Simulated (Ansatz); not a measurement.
The start is a relaxed Cr cell, doubled along one cell vector, shaken by Gaussian noise of σ = 0.08 Å a coordinate. Cell shape, volume and atoms are optimised at zero target pressure with r2SCAN (plane waves to 500 eV, PAW, scalar-relativistic; Ansatz, a program for electronic structure). The first steps use a coarse 11×6×11 k-mesh.

Initial structure:
```yaml
crystal:
  lattice:
    - [2.95965, 0.00000, 0.00000]
    - [0.00000, 5.91930, 0.00000]
    - [0.00000, 0.00000, 2.95965]
  atoms:
    - { symbol: Cr, position: [0.97625, 0.00746, 0.96276] }
    - { symbol: Cr, position: [0.02150, 0.51291, 0.02882] }
    - { symbol: Cr, position: [0.49591, 0.22167, 0.46978] }
    - { symbol: Cr, position: [0.48959, 0.73351, 0.48825] }
```
Spin-polarised start, with opposed moments on Cr.

### Question
How large is the pressure on the unrelaxed cell, and of which sign?

### Answer
+2.1 GPa (positive: the cell is compressed).

### Question
By how much does the energy per atom fall from start to end?

### Answer
0.09 eV/atom.

### Question
Is the parent structure recovered?

### Answer
The parent structure is recovered, Im-3m (No. 229).

### Question
How do the shortest distances between atoms change?

### Answer
The closest pairs of elements (up to four, under 3.6 Å), start → end: Cr–Cr 2.34 → 2.56 Å.

### Question
Is the relaxed structure metallic? Give its gap.

### Answer
Zero (metallic).

It ends as:

Space group Im-3m (No. 229); a = 2.9596 Å, b = 2.9596 Å, c = 2.9596 Å, α = 90.00°, β = 90.00°, γ = 90.00°

```
atom  site  symmetry       x       y       z
----  ----  --------  ------  ------  ------
Cr      2a      m-3m  0.0000  0.0000  0.0000
```

Final values are on a 16×16×16 k-mesh of the relaxed cell. Spin state reached: antiferromagnetic (net 0.00 μB/atom); other spin orders were not run from this start.
